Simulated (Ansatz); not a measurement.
## How far is PAW off for Mg?

```
Mg
1.0
    -1.50603    1.50603    1.47650
     1.50603   -1.50603    1.47650
     1.50603    1.50603   -1.47650
Mg
1
Direct
  0.00000 0.00000 0.00000
```

The geometry is COD entry 1538898, unchecked; take it as a test cell. The listed cell was then made from it by scaling, straining or moving an atom.

Methods: DFT, LDA, PAW with Ansatz's default frozen-core files, scalar-relativistic (Ansatz 0.2.0); DFT, LDA, all-electron PAW with datasets made for the crystal, scalar-relativistic (Ansatz 0.2.0); DFT, LDA, all-electron LAPW, scalar-relativistic (Ansatz 0.2.0).

For PAW: a Γ-centred 19×19×19 k mesh, Fermi–Dirac smearing of 0.03 eV, cutoff 420 eV, no spin polarisation; the PAW files were made with PBE, and the program remakes their frozen cores for this functional. The crystal-made all-electron datasets (AE datasets) take a cutoff of 160 eV at this cell. LAPW targets a basis error of 0.5 meV/atom. The Ansatz runs share mesh, smearing and spin set-up. Plane-wave (PAW) pressures include the program's estimate of the Pulay term.

Stress and pressure are positive in compression.

The change that made this cell: equal xx and yy strain of +2 %.

```tsv
quantity	PAW	AE datasets	LAPW
pressure (GPa)	47.43	47.52	47.52
stress xx (GPa)	47.21	47.30	47.30
stress zz (GPa)	47.87	47.95	47.96
```

PAW's pressure differs from the LAPW value by -0.09 GPa.
